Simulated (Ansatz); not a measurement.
Re2B in space group P6_3/mmc (No. 194; B on 2c, Re on 2a, Re on 2d) under volume change, DFT-PBEsol in the program Ansatz with PAW potentials, shape and atoms relaxed at each volume.

| V (Å³/atom) | E − E(relaxed) (meV/atom) | P (GPa) |
|---|---|---|
| 11.304 | 52.3 | 24.54 |
| 11.664 | 12.4 | 11.28 |
| 12.025 | 0.0 | 0.00 |
| 12.386 | 11.1 | -9.59 |
| 12.747 | 42.1 | -17.72 |

**Question.** What does a third-order Birch–Murnaghan fit give for V₀, B₀ and B′?

**Answer.** V₀ = 12.03 Å³/atom, B₀ = 346 GPa, B′ = 4.4.

The cell is a constructed one: a structure type filled with these elements; neither database checked (COD, Materials Project) lists it. Its standing as an ambient phase is unchecked. The cell was relaxed with PBEsol under the symmetry of its start; its stability against distortions is not shown here. No spin polarisation was allowed. Spin–orbit coupling is left out wherever it is not named.

Potentials: the earlier of the program's two PAW sets. The files were generated under PBE; for other functionals the program regenerates the frozen cores, and for LDA and PBEsol the local potential too.
